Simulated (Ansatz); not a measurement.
# Fields on a plane of LaTl (CsCl type)

```yaml
crystal:
  lattice:
    - [3.91911, 0.00000, 0.00000]
    - [0.00000, 3.91911, 0.00000]
    - [0.00000, 0.00000, 3.91911]
  atoms:
    - { symbol: La, position: [0.00000, 0.00000, 0.00000] }
    - { symbol: Tl, position: [0.50000, 0.50000, 0.50000] }
```

The slice is a {100} plane (indices of the conventional cell) through the point (0.500, 0.500, 0.500) (fractional), spanned by u = [100] and v = [010] in vectors of this cell: u (3.92 Å) and v (3.92 Å, at 90° to u). It covers one period; positions are fractions (u, v).

Atoms on it: Tl at (0.00, 0.00).

Method: PBEsol (plane waves to 420 eV, PAW, scalar-relativistic; Ansatz, a quantum-chemistry and plane-wave program). k mesh 12×12×12. Near the nuclei the fields are pseudised (PAW); where an atom keeps semicore shells as valence, they peak there. LaTl is run without spin polarisation. LaTl was relaxed with its symmetry unable to fall. Spin-orbit coupling is left out, though Tl is heavy.

```
|xxx499778999877994xx|
|xx17987889998878971x|
|34799888888888889974|
|99998888777778888999|
|99888887665667888889|
|77788876543456788877|
|77888764322234678887|
|88887653110113567888|
|99987642100012467899|
|99987532000002357899|
|99987642100012467899|
|88887653110113567888|
|77888764322234678887|
|77788876543456788877|
|99888887665667888889|
|99998888777778888999|
|34799888888888889974|
|xx17987889998878971x|
|xxx499778999877994xx|
|xxx399778999877993xx|
```
Scale: ten equal steps from 0.11 (start of '0') to 0.39 (end of '9'), in the order '0123456789'. Values: electron localisation function (ELF). The map has 20 points along u (one character each, u = 0 at the left) and 20 along v (v = 0 in the bottom row). Points within 0.5 Å of a nucleus are blanked (x), as the pseudised field means little there.

```
|@@@@%%##**==--::..      ..::--==**##%%@@|
|%%%%##**++==::....      ....::==++**##%%|
|####**++==--::..          ..::--==++**##|
|****++==--::....          ....::--==++**|
|======--::::..              ..::::--====|
|----::::....                  ....::::--|
|::::......                      ......::|
|......                              ....|
|                                        |
|                                        |
|                                        |
|......                              ....|
|::::......                      ......::|
|----::::....                  ....::::--|
|======--::::..              ..::::--====|
|****++==--::....          ....::--==++**|
|####**++==--::..          ..::--==++**##|
|%%%%##**++==::....      ....::==++**##%%|
|@@@@%%##**==--::..      ..::--==**##%%@@|
|@@@@%%##**==--::..      ..::--==**##%%@@|
```
Scale: ten equal steps from -1.13 (start of ' ') to 0.96 (end of '@'), in the order ' .:-=+*#%@'. Values: log₁₀ of the valence density in e/Å³. The map has 20 points along u (two characters each, u = 0 at the left) and 20 along v (v = 0 in the bottom row). The scale is logarithmic, as a density can span decades between atoms and voids.
